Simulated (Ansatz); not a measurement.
Input:

Y$_{2}$H$_{2}$C:
```yaml
crystal:
  lattice:
    - [3.66498, 0.00000, 0.00000]
    - [-1.83249, 3.17396, 0.00000]
    - [0.00000, 0.00000, 6.00518]
  atoms:
    - { symbol: H, position: [0.33333, 0.66667, 0.61024] }
    - { symbol: H, position: [0.66667, 0.33333, 0.38976] }
    - { symbol: Y, position: [0.33333, 0.66667, 0.22453] }
    - { symbol: Y, position: [0.66667, 0.33333, 0.77547] }
    - { symbol: C, position: [0.00000, 0.00000, 0.00000] }
```

This is the r²SCAN-relaxed structure.

### Question
All from r²SCAN in the plane-wave PAW code Ansatz, unless another level is named. Give the formation energy from the elements (no fitted shifts).

### Answer
-0.69 eV/atom.

### Question
Next, the density of states at the Fermi level?

### Answer
0.05 states/eV per atom (mean over ±0.08 eV).

### Question
Next, the gap with spin–orbit coupling?

### Answer
none (metallic).

Space group P-3m1. The workflow started from an entry of the Crystallography Open Database (COD). Whether it is the stable phase at ambient conditions was not checked. The cell was relaxed with r²SCAN under the symmetry of its start; whether a distortion lowers the energy is not shown. No spin polarisation was allowed. The references are the lowest solids computed at this level, not always the standard phases (solids in place of the gases). Spin–orbit coupling is left out wherever it is not named.

Potentials: the later of the program's two PAW sets.
